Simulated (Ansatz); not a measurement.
ScAl3 (Cu3Au type, Pm-3m) under volume change, r²SCAN (plane waves, PAW; program Ansatz), scaled uniformly.

| V (Å³/atom) | E − E(relaxed) (meV/atom) | P (GPa) |
|---|---|---|
| 15.514 | 47.3 | 10.68 |
| 16.026 | … | … |
| 16.537 | 4.7 | 3.04 |
| 17.048 | 0.0 | 0.00 |
| 17.560 | 4.3 | -2.62 |
| 18.071 | 16.3 | -4.86 |
| 18.583 | … | … |

Q: Fill in the missing entries.

A: 
- 18.583, E − E(relaxed) (meV/atom): 35.0
- 18.583, P (GPa): -6.78
- 16.026, E − E(relaxed) (meV/atom): 19.9
- 16.026, P (GPa): 6.58

Q: What does a third-order Birch–Murnaghan fit give for V₀, B₀ and B′?

A: V₀ = 17.05 Å³/atom, B₀ = 93.7 GPa, B′ = 4.0.

The cell was relaxed with r²SCAN under the symmetry of its start. No spin polarisation was allowed.

Potentials: the later of the program's two PAW sets.
